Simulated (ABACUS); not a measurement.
Worked example: self-consistent single point of InBi (F-43m, 2 atoms in the cell; from Materials Project mp-1001833) in ABACUS.

Method: ABACUS 3.10.1 with PBEsol, numerical atomic orbitals DZP (confined pseudo-atomic orbitals; energy shift 0.003 Ry), PseudoDojo 0.4 standard norm-conserving PBEsol (tails mended) pseudopotentials.

```xyz
2
Lattice="0.0000 3.3835 3.3835 3.3835 0.0000 3.3835 3.3835 3.3835 0.0000" Properties=species:S:1:pos:R:3 pbc="T T T"
In     0.0000     0.0000     0.0000
Bi     1.6918     1.6918     1.6918
```

Reference input (self-consistent single point, DFT, PBEsol, numerical atomic orbitals DZP (confined pseudo-atomic orbitals; energy shift 0.003 Ry), PseudoDojo 0.4 standard norm-conserving PBEsol (tails mended) pseudopotentials): basis = DZP numerical atomic orbitals, energy shift 0.003 Ry; KPT = Gamma 11 11 11 0.5 0.5 0.5; basis_type = lcao; ecutwfc = 100 Ry; smearing_method = mv; smearing_sigma = 0.0199916 Ry; potentials = PseudoDojo 0.4 standard norm-conserving PBEsol (tails mended); symmetry = 1; ks_solver = scalapack_gvx; scf_nmax = 100; scf_thr = 1.0e-07; mixing_type = broyden. This run's input differs from it in these lines:

```diff
@@ -52,3 +52,3 @@
 Gamma
-11 11 11 0.5 0.5 0.5
+1 1 1 0.5 0.5 0.5
```

Output, abridged:

```
 SELF-CONSISTENT
 -------------------------------------------

                  longest orb rcut (Bohr) = 9.8
   longest nonlocal projector rcut (Bohr) = 2.54
                     search radius (Bohr) = 24.7

                          real space grid = [ 60, 60, 60 ]
                                 init_chg = atomic

 LCAO ALGORITHM --------------- ION=   1  ELEC=   1--------------------------------

 Density error is 0.050675482468
 E_KohnSham     -295.7052032353      -4023.2756922478
 E_Fermi        0.4534941773         6.1701048212

 LCAO ALGORITHM --------------- ION=   1  ELEC=   2--------------------------------

   [... lines left out ...]

   [... 5 blocks of this kind left out ...]

 LCAO ALGORITHM --------------- ION=   1  ELEC=   8--------------------------------

 Density error is 3.80417222584e-07
 E_KohnSham     -295.7171837055      -4023.4386949073
 E_Fermi        0.4848237138         6.5963650333

 LCAO ALGORITHM --------------- ION=   1  ELEC=   9--------------------------------

 Density error is 3.45546530635e-08
 E_KohnSham     -295.7171837055      -4023.4386949081
 E_KS(sigma->0) -295.7202865253      -4023.4809109370
 E_entropy(-TS) 0.0062056396         0.0844320578
 E_Fermi        0.4848238386         6.5963667316
 charge density convergence is achieved
 final etot is -4023.4386949 eV
 EFERMI = 6.5963667316 eV

 STATE ENERGY(eV) AND OCCUPATIONS    NSPIN == 1
   [... 21 lines left out ...]

 --------------------------------------------
 !FINAL_ETOT_IS -4023.4386949080740123 eV
 --------------------------------------------
```

The run converged in 9 iterations. Against the reference run the free energy rises by 1.21 eV/atom.

Spin-orbit coupling is left out, which matters for bands and gaps with elements this heavy. The atom-centred basis is finite, which shifts total energies against plane waves. Forces and stress are left out: the polarisation orbitals used for some of these elements are too diffuse to give them reliably, and gaps can carry the same lack. This run is one point of a test of settings, so its values need not be converged; read them against the reference run alone. The structure comes from a collection of computed structures, made at another level of theory; the collection holds predicted forms beside known ones. With one or two k-points the zone of this small cell is coarsely sampled: energies, forces and stress carry that error and can break the symmetry, so a converged loop does not mean converged values.

Cost on one core: about 17 core-seconds (a rough figure).

The atomic orbitals were generated for these runs; they are not ABACUS's published sets and were checked against plane waves on a few crystals only.

“Tails mended”: in these copies of the files the far tail of each local potential was reset to the Coulomb form.
